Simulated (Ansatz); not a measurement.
NiGe in space group Pnma (No. 62; Ni on 4c, Ge on 4c) under volume change, LDA (plane waves, PAW; program Ansatz), shape and atoms relaxed at each volume.

| V (Å³/atom) | E − E(relaxed) (meV/atom) | P (GPa) |
|---|---|---|
| 11.589 | 63.4 | 19.40 |
| 11.971 | (withheld) | (withheld) |
| 12.353 | 6.2 | 5.38 |
| 12.736 | 0.0 | 0.00 |
| 13.118 | (withheld) | (withheld) |
| 13.500 | 20.6 | -8.18 |
| 13.882 | 44.0 | -11.35 |

Q: Some entries are withheld; supply them.

A: 
- 13.118, E − E(relaxed) (meV/atom): 5.5
- 13.118, P (GPa): -4.43
- 11.971, E − E(relaxed) (meV/atom): 26.5
- 11.971, P (GPa): 11.78

Q: What does a third-order Birch–Murnaghan fit give for V₀, B₀ and B′?

A: V₀ = 12.74 Å³/atom, B₀ = 163 GPa, B′ = 4.9.

The LDA relaxation kept the symmetry of its start. The run is not spin-polarised.

Potentials: the later of the program's two PAW sets.
